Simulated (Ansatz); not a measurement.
Input:

Zr (diamond, Fd-3m), a = b = c = 6.2764 Å, α = β = γ = 90.00°; the cell used has 2 atoms.

This is the PBE-relaxed structure.

### Question
All from PBE (plane waves, PAW; program Ansatz), unless another level is named. Give the density of states at the Fermi level.

### Answer
2.4 states/eV per atom (mean over ±0.08 eV).

### Question
And the gap with spin–orbit coupling?

### Answer
none (metallic).

The start of the workflow was typed in or built on a structure type; neither database checked (COD, Materials Project) lists it. It is not the phase usual at ambient conditions (space group No. 194). The cell was relaxed with PBE under the symmetry of its start; whether a distortion lowers the energy is not shown. The run is not spin-polarised. The volume moved by -16 % from the start of the relaxation. Scalar-relativistic: spin–orbit coupling is off unless named, which matters more the heavier the elements.

Potentials: the later of the program's two PAW sets.
